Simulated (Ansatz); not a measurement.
Ansatz (a quantum-chemistry and plane-wave program) input:

Ansatz 0.2 input:
```yaml
crystal:
  lattice:
    - [0.0, 2.6719814456, 2.6719814456]
    - [2.6719814456, 0.0, 2.6719814456]
    - [2.6719814456, 2.6719814456, 0.0]
  atoms:
    - { symbol: Ta, position: [0.0, 0.0, 0.0] }
    - { symbol: W, position: [0.5, 0.5, 0.5] }
kpoints:
  mp_grid: { grid: [13, 13, 13] }
hamiltonian:
  xc: r2scan
  pseudopotentials: { kind: paw }
scf:
  occupations: { method: gaussian, width: 0.1 }
checkpoint: { read: metal.run }
output: { write_density: true, elf: true, volumetric_format: npy }
basis: { fft_grid_basis: typed }
```

Output (shortened):

```
Pseudopotential: Ta, paw, valence charge 13
Pseudopotential: W, paw, valence charge 14
Functional definition: r2SCAN
Crystal: 2 atoms, lattice volume = 38.153 Å³
Basis set: ecut = 500 eV, 941 PW (Γ), exchange–correlation on 120×120×120 points (64 copies of the dense FFT grid, shifted against one another)
Bands: 22, of which v1, the nominal top of the filled ones, is band 14 counted from 1 (13 counted from 0)
Symmetry: 48 space group operations
Space group: Fm-3m (ITA 225), of the structure as read, at distance tolerance 3.4e-5 Å
k-points: 84 of 2197
Stability of the state it starts from, as read at its close in the unpolarized treatment …
iter 1 solved again at ethr=9.85e-10 eV; its pass at ethr=3.10e-3 eV (dr2=2.66e-7 eV) is discarded
SCF iter   1: F=—  HF=-20339.097797 eV  |F-HF|=—  |Δ(HF+E_count)|=         —  Δρ=4.63e-7  dr2=2.67e-11  dr2_τ=2.64e-12  ethr=9.85e-10  ⟨swp⟩=4.0  Hψ=14659  notcnv=0
preconditioner: auto → Kerker (q_TF=auto, 2.576 Å⁻¹)
SCF iter   2: F=-20339.097797 eV  HF=-20339.097797 eV  |F-HF|=2.18e-11  |Δ(HF+E_count)|=   8.37e-8  Δρ=2.92e-7  dr2=1.09e-11  dr2_τ=7.11e-13  ethr=1.00e-12  ⟨swp⟩=5.6  Hψ=5557  notcnv=0
SCF 1 converged in 2 iterations: F = -20339.097797 eV  dr2 = 1.09e-11
SCF converged after 2 iterations
Free energy (F): -20339.097797 eV
Harris-Foulkes:  -20339.097797 eV  (|F-HF|=2.18e-11)
Internal energy: -20339.092529 eV  (E = F + TS)
E sigma→0 (E₀):  -20339.095163 eV
Entropy (-TS):   -0.005268 eV (-2.634 meV/atom)
Fermi energy:    17.715840 eV
--- Per-component energies (eV) ---
  E_band       = -286.887952
  E_kinetic    = 815.214729
  E_local      = -1419.055671  (includes V_loc(G=0)·N_el)
  E_nonlocal   = 20.813007
  E_hartree    = 502.423492
  E_xc         = -451.140087
  E_vxc        = -479.240213  (∫ρ·V_xc dr)
  E_paw        = -17016.945790  (= ΣΔE_a)
  E_vpaw       = -254.393898  (= ΣTr[D̂ρ^β])
  E_aug_tail   = 0.000033  (compensation charges beyond the density's cutoff)
  E_vtau       = 24.927085  (kinetic-family band-sum trace: ∫τ·v_τ [+ j·A + Jᵃ·Aᵃ] dr)
  E_ewald      = -2789.058013
  E_core_change = -1.344229  (= ΣΔE_core)
  E_smearing   = -0.005268  (= −TS)
  E_closure    = 0.000000  (closes the sum)
  Σ components = -20339.097797   (vs F -20339.097797, Δ=0.00e0)
  [band-id]    e_kinetic+e_local+e_nonlocal+2·e_hartree+e_vxc+e_vpaw+e_augmentation_tail+e_vtau = -286.887944   (vs E_band -286.887952, Δ=7.77e-6)
--- Band table (eV; the first three rows and the last of 84) ---
  k-point 0: bands = ["-57.6553", "-51.6390", "-21.3723", "-21.3723", "-21.3723", "-17.4637", "-17.4637", "-17.4637", "9.3624", "13.9089", "13.9089", "14.5142", "14.5142", "14.5142", "23.6577", "23.6577", "23.6577", "25.5485", "26.4309", "26.4309", "29.8962", "29.8962"]
  k-point 1: bands = ["-57.6550", "-51.6392", "-21.3727", "-21.3704", "-21.3704", "-17.4743", "-17.4700", "-17.4700", "9.5133", "14.0063", "14.0063", "14.4992", "14.6122", "14.6122", "23.4289", "23.5089", "23.5089", "25.7347", "25.7347", "25.8189", "29.2038", "30.5869"]
  k-point 2: bands = ["-57.6542", "-51.6395", "-21.3738", "-21.3649", "-21.3649", "-17.5037", "-17.4874", "-17.4874", "9.9571", "14.2952", "14.2952", "14.4695", "14.9026", "14.9026", "22.8047", "23.0656", "23.0656", "24.3889", "24.3889", "26.5753", "27.5738", "31.8852"]
  k-point 83: bands = ["-57.6494", "-51.6398", "-21.4779", "-21.4725", "-21.3489", "-17.5909", "-17.4566", "-17.4502", "14.1808", "14.2253", "14.7073", "14.8035", "17.0910", "18.1768", "19.2984", "20.5025", "21.0842", "21.8583", "22.0078", "22.5419", "27.5998", "27.9525"]
```

Cost: roughly 5 core-seconds on shared cores.

The start of the workflow was typed in or built on a structure type; neither database checked (COD, Materials Project) lists it. Its standing as an ambient phase is unchecked. The r²SCAN relaxation kept the symmetry of its start. At this level the phase is mechanically unstable. No spin polarisation was allowed. Its formation energy is positive at this level, so the cell may be metastable or incomplete. Spin–orbit coupling is left out wherever it is not named.

Potentials: the later of the program's two PAW sets.

Ansatz is a plane-wave DFT program.
